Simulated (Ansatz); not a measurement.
GaAs:
```yaml
crystal:
  lattice:
    - [0.00000, 2.83325, 2.83325]
    - [2.83325, 0.00000, 2.83325]
    - [2.83325, 2.83325, 0.00000]
  atoms:
    - { symbol: As, position: [0.75000, 0.75000, 0.75000] }
    - { symbol: Ga, position: [0.00000, 0.00000, 0.00000] }
```

x, y and z are the axes in which the lattice vectors are written.

Give the proper piezoelectric stress tensor with relaxed ions from plane-wave PAW r²SCAN (Ansatz code).

In C/m², rows x, y, z, Voigt columns; mesh uncertainty up to 0.01.
```
0.00  0.00  0.00  0.25  0.00  0.00
0.00  0.00  0.00  0.00  0.25  0.00
0.00  0.00  0.00  0.00  0.00  0.25
```

The elastic tensor of the same run (GPa):

```
 117  50.0  50.0   0.0   0.0   0.0
50.0   117  50.0   0.0   0.0   0.0
50.0  50.0   117   0.0   0.0   0.0
 0.0   0.0   0.0  60.4   0.0   0.0
 0.0   0.0   0.0   0.0  60.4   0.0
 0.0   0.0   0.0   0.0   0.0  60.4
```

Convert to strain constants d = e·S.

In pC/N:
```
0.0  0.0  0.0  4.1  0.0  0.0
0.0  0.0  0.0  0.0  4.1  0.0
0.0  0.0  0.0  0.0  0.0  4.1
```

Space group F-43m (zinc blende). The r²SCAN relaxation kept the symmetry of its start; phonons on a q-mesh show no instability.

Potentials: the later of the program's two PAW sets.
